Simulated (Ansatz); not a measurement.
## A trial form of BaRe

The calculation used Ansatz 0.2.0, DFT PBE, scalar-relativistic, plane waves, PAW. Cutoff 420 eV, Gaussian smearing, Γ-centred meshes. Cell and atoms relax first on a coarse mesh and then on a finer one. In between, the cell is made exact in the group found at 0.06 Å. In metals the finer mesh still leaves noise of several meV/atom or more. The steps can't lower the symmetry of their start. No spin polarisation.

Recipe of this trial structure of BaRe: close-packed layers stacked AB, repeated with a shift to C (R-3m, No. 166) (elements of the layers in order: Ba Re). The dimensions are guesses.

```cif
data_structure
_symmetry_space_group_name_H-M 'R-3m:H'
_symmetry_Int_Tables_number 166
_cell_length_a 3.9510
_cell_length_b 3.9510
_cell_length_c 17.3438
_cell_angle_alpha 90.000
_cell_angle_beta 90.000
_cell_angle_gamma 120.000
_cell_volume 234.47
loop_
_atom_site_label
_atom_site_type_symbol
_atom_site_symmetry_multiplicity
_atom_site_Wyckoff_symbol
_atom_site_fract_x
_atom_site_fract_y
_atom_site_fract_z
_atom_site_occupancy
Ba1 Ba 3 a 0.00000 0.00000 0.00000 1
Re1 Re 3 b 0.33333 0.66667 0.16667 1
```

Energies over the elements count from the elements' standard structures at the same level, with no fitted energy shifts.

Q: Describe the relaxed structure.

A: The symmetry stays R-3m (No. 166). The end has the CuPt (L1_1) type. The volume per atom shrinks by 40.3 %, from 39.1 to 23.3 Å³. The shortest distance goes from 3.68 Å (Ba–Re) to 3.03 Å (Ba–Ba and Re–Re). The ratio c/a of the conventional cell changes by a factor of 1.33. The energy falls by about 0.93 eV/atom (the start's value is from the coarse mesh). Conventional cell: a = 3.026 Å, c = 17.661 Å. Ba is surrounded by 6 Ba at 3.03 Å and 6 Re at 3.42 Å; Re has 6 Re at 3.03 Å and 6 Ba at 3.42 Å.

Space group R-3m:H (No. 166). a = 3.026 Å, b = 3.026 Å, c = 17.661 Å, α = 90.00°, β = 90.00°, γ = 120.00°
| atom | site | symmetry | x | y | z |
| --- | --- | --- | --- | --- | --- |
| Ba | 3a | -3m | 0.0000 | 0.0000 | 0.0000 |
| Re | 3b | -3m | 0.6667 | 0.3333 | 0.8333 |

Q: How does it come out in energy, and is it a metal?

A:

- Energy over the elements: +1.71 eV/atom
- Gap on the 21×21×21 mesh of the 2-atom cell: 0 eV (a metal)

The separate elements lie lower, so it is unstable against them.

The last run used Gaussian smearing of 0.10 eV. These runs have no spin–orbit coupling, which can matter for Re. A structure relaxed within its symmetry needn't be a true minimum. In all, the 3 runs took 3.8 min on 1 thread of Intel(R) Xeon(R) Platinum 8375C CPU @ 2.90GHz (Ice Lake) (shared host).
